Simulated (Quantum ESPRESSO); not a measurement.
Al2GaInP4, input and log of a self-consistent run

A calculation, not a measurement. The program is pw.x of Quantum ESPRESSO 7.5 (plane-wave density functional theory). The cell is made up: 8 atoms on a zincblende/diamond lattice, with randomly drawn elements, strain and displacements, not relaxed. PseudoDojo standard norm-conserving files (v0.5 for PBE, v0.4.1 for LDA and PBEsol) set the functional; there is no spin polarisation, spin-orbit coupling or dispersion term, and the masses in the input are unused placeholders.

Input:

```
&control calculation='scf', pseudo_dir='./dojo.nc.sr.pbe.v0_5.standard.upf', outdir='./o', disk_io='low', tprnfor=.true., tstress=.true. /
&system ibrav=0, nat=8, ntyp=4, nbnd=32, ecutwfc=79.96652505, nosym=.true., tot_charge=0,
 occupations='smearing', smearing='fd', degauss=0.0018374661
/
&electrons conv_thr=7.350e-09, electron_maxstep=60, /
ATOMIC_SPECIES
Al 1.0 Al.upf
Ga 1.0 Ga.upf
In 1.0 In.upf
P 1.0 P.upf
CELL_PARAMETERS angstrom
5.5617 0.0 0.0
0.0 5.5617 0.0
0.0 0.0 5.6798
ATOMIC_POSITIONS angstrom
Al -0.0122 -0.0203 -0.0965
Ga -0.0827 2.731 2.8258
In 2.6817 0.1488 2.8702
Al 2.7424 2.8589 -0.1391
P 1.3615 1.4336 1.5319
P 1.2891 4.1286 4.3567
P 4.2495 1.4002 4.2237
P 4.1803 4.2477 1.511
K_POINTS automatic
4 4 4 1 1 1
```

The log is shortened where brackets say so; the opening notice, blank lines, dates and the lines on written files are dropped, and the path of the files is cut. It prints rydbergs, bohrs and kilobars, and counts compression as positive stress.

```
     Program PWSCF v.7.5
     Parallel version (MPI & OpenMP), running on       4 processor cores
     Number of MPI processes:                 4
     Threads/MPI process:                     1
     [start-up lines left out]
     bravais-lattice index     =            0
     lattice parameter (alat)  =      10.5101  a.u.
     unit-cell volume          =    1185.6179 (a.u.)^3
     number of atoms/cell      =            8
     number of atomic types    =            4
     number of electrons       =        52.00
     number of Kohn-Sham states=           32
     kinetic-energy cutoff     =      79.9665  Ry
     charge density cutoff     =     319.8661  Ry
     scf convergence threshold =      7.3E-09
     mixing beta               =       0.7000
     number of iterations used =            8  plain     mixing
     Exchange-correlation= PBE
                           (   1   4   3   4   0   0   0)
     [axes and pseudopotential details left out]
   Cartesian axes
     site n.     atom                  positions (alat units)
         1        Al     tau(   1) = (  -0.0021936  -0.0036500  -0.0173508  )
         2        Ga     tau(   2) = (  -0.0148696   0.4910369   0.5080821  )
         3        In     tau(   3) = (   0.4821727   0.0267544   0.5160652  )
         4        Al     tau(   4) = (   0.4930866   0.5140335  -0.0250103  )
         5        P      tau(   5) = (   0.2447993   0.2577629   0.2754374  )
         6        P      tau(   6) = (   0.2317816   0.7423270   0.7833396  )
         7        P      tau(   7) = (   0.7640649   0.2517576   0.7594261  )
         8        P      tau(   8) = (   0.7516227   0.7637413   0.2716795  )
     number of k points=    32  Fermi-Dirac smearing, width (Ry)=  0.0018
                       cart. coord. in units 2pi/alat
        k(    1) = (   0.1250000   0.1250000   0.1224009), wk =   0.0625000
        k(    2) = (   0.1250000   0.1250000   0.3672026), wk =   0.0625000
     [further k points left out]
     Dense  grid:   114469 G-vectors     FFT dimensions: (  60,  60,  64)
     Estimated max dynamical RAM per process >     202.23 MB
     Estimated total dynamical RAM >     725.10 MB
     Initial potential from superposition of free atoms
     starting charge      51.9880, renormalised to      52.0000
     Starting wfcs are   42 randomized atomic wfcs
     total cpu time spent up to now is        4.4 secs
     per-process dynamical memory:   142.2 Mb
     Self-consistent Calculation
     iteration #  1     ecut=    79.97 Ry     beta= 0.70
     Davidson diagonalization with overlap
     ethr =  1.00E-02,  avg # of iterations =  4.2
     Threshold (ethr) on eigenvalues was too large:
     Diagonalizing with lowered threshold
     Davidson diagonalization with overlap
     ethr =  7.25E-04,  avg # of iterations =  1.9
     total cpu time spent up to now is       16.3 secs
     total energy              =    -350.60127698 Ry
     estimated scf accuracy    <       0.38657291 Ry
     iteration #  2     ecut=    79.97 Ry     beta= 0.70
     Davidson diagonalization with overlap
     ethr =  7.43E-04,  avg # of iterations =  2.1
     total cpu time spent up to now is       22.2 secs
     total energy              =    -350.69509769 Ry
     estimated scf accuracy    <       0.07957353 Ry
     iteration #  3     ecut=    79.97 Ry     beta= 0.70
     Davidson diagonalization with overlap
     ethr =  1.53E-04,  avg # of iterations =  4.1
     total cpu time spent up to now is       28.7 secs
     total energy              =    -350.70903072 Ry
     estimated scf accuracy    <       0.00379068 Ry
     iteration #  4     ecut=    79.97 Ry     beta= 0.70
     Davidson diagonalization with overlap
     ethr =  7.29E-06,  avg # of iterations = 10.3
     total cpu time spent up to now is       38.0 secs
     total energy              =    -350.70995677 Ry
     estimated scf accuracy    <       0.00169814 Ry
     iteration #  5     ecut=    79.97 Ry     beta= 0.70
     Davidson diagonalization with overlap
     ethr =  3.27E-06,  avg # of iterations =  2.6
     total cpu time spent up to now is       43.9 secs
     total energy              =    -350.71024393 Ry
     estimated scf accuracy    <       0.00011614 Ry
     iteration #  6     ecut=    79.97 Ry     beta= 0.70
     Davidson diagonalization with overlap
     ethr =  2.23E-07,  avg # of iterations =  2.8
     total cpu time spent up to now is       49.8 secs
     total energy              =    -350.71026616 Ry
     estimated scf accuracy    <       0.00001050 Ry
     iteration #  7     ecut=    79.97 Ry     beta= 0.70
     Davidson diagonalization with overlap
     ethr =  2.02E-08,  avg # of iterations =  4.2
     total cpu time spent up to now is       56.9 secs
     total energy              =    -350.71027092 Ry
     estimated scf accuracy    <       0.00000212 Ry
     iteration #  8     ecut=    79.97 Ry     beta= 0.70
     Davidson diagonalization with overlap
     ethr =  4.08E-09,  avg # of iterations =  2.2
     total cpu time spent up to now is       62.4 secs
     total energy              =    -350.71027117 Ry
     estimated scf accuracy    <       0.00000023 Ry
     iteration #  9     ecut=    79.97 Ry     beta= 0.70
     Davidson diagonalization with overlap
     ethr =  4.50E-10,  avg # of iterations =  3.8
     total cpu time spent up to now is       69.3 secs
     total energy              =    -350.71027128 Ry
     estimated scf accuracy    <       0.00000002 Ry
     iteration # 10     ecut=    79.97 Ry     beta= 0.70
     Davidson diagonalization with overlap
     ethr =  3.03E-11,  avg # of iterations =  3.8
     total cpu time spent up to now is       76.0 secs
     End of self-consistent calculation
     [lines on levels left out]
!    total energy              =    -350.71027128 Ry
     estimated scf accuracy    <          4.5E-09 Ry
     smearing contrib. (-TS)   =      -0.00000000 Ry
     internal energy E=F+TS    =    -350.71027128 Ry
     The total energy is F=E-TS. E is the sum of the following terms:
     one-electron contribution =    -164.32980601 Ry
     hartree contribution      =     114.03134930 Ry
     xc contribution           =    -102.78401864 Ry
     ewald contribution        =    -197.62779593 Ry
     convergence has been achieved in  10 iterations
     Forces acting on atoms (cartesian axes, Ry/au):
     atom    1 type  1   force =    -0.00803218    0.01576260    0.07433643
     atom    2 type  2   force =     0.01616657    0.03769547   -0.01162525
     atom    3 type  3   force =     0.03034878   -0.08239365    0.03991822
     atom    4 type  1   force =     0.03848244   -0.02592552    0.07528057
     atom    5 type  4   force =    -0.05967040    0.06149263   -0.13326904
     atom    6 type  4   force =    -0.00720449   -0.00528041   -0.04281022
     atom    7 type  4   force =    -0.01179471    0.02938014    0.06165346
     atom    8 type  4   force =     0.00170399   -0.03073126   -0.06348417
     Total force =     0.248145     Total SCF correction =     0.000114
     Computing stress (Cartesian axis) and pressure
          total   stress  (Ry/bohr**3)                   (kbar)     P=       26.55
   0.00025495  -0.00020885   0.00012437           37.50      -30.72       18.29
  -0.00020885   0.00020520  -0.00011645          -30.72       30.19      -17.13
   0.00012437  -0.00011645   0.00008121           18.29      -17.13       11.95
     init_run     :      4.09s CPU      4.25s WALL (       1 calls)
     electrons    :     71.10s CPU     71.66s WALL (       1 calls)
     forces       :      1.20s CPU      1.22s WALL (       1 calls)
     stress       :      3.94s CPU      3.95s WALL (       1 calls)
     [timing details left out]
     PWSCF        :   1m20.49s CPU   1m21.31s WALL
     JOB DONE.
```

In other units: free energy -4771.656 eV for the cell, pressure 2.65 GPa, largest force component 3.426 eV/Å. A rerun of the same cell at another strain at 1377 eV and a 6 x 6 x 6 mesh moved values by no more than 0.007 eV in energy, 0.02 GPa in stress and 0.002 eV/Å in force.